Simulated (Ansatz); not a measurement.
HfTe2 (CdI2 type, P-3m1), DFT-LDA in the program Ansatz with PAW potentials, all energies at zero smearing, with the estimated change up to a 700 eV cutoff added, with one set of potentials and settings (totals compare only within such a set). Cell of 3 atoms (1 Hf, 2 Te): -29133.706 eV.

```tsv
element	reference phase	E (eV/atom)
Hf	P6_3/mmc, 2 atoms in the cell	-15476.8591
Te	P3_121, 3 atoms in the cell	-6827.2001
```

Formation energy per atom, worked out: (-29133.706 − 1×(-15476.8591) − 2×(-6827.2001))/3 = -0.815 eV/atom (-79 kJ per mol of atoms), at 0 K, without zero-point energy or fitted corrections.

The workflow started from a Materials Project entry (that database holds measured and hypothetical structures alike); the Crystallography Open Database copy checked does not list it. Its standing as an ambient phase is unchecked. The LDA relaxation kept the symmetry of its start; of distortions, only those at the zone centre were tested. The run is not spin-polarised. A crystal of weakly bound layers computed without a dispersion correction: the cell and the soft elastic constants depend strongly on that. The references are the lowest solids computed at this level, not always the standard phases. Scalar-relativistic: spin–orbit coupling is off unless named, which matters more the heavier the elements.

Potentials: the later of the program's two PAW sets.
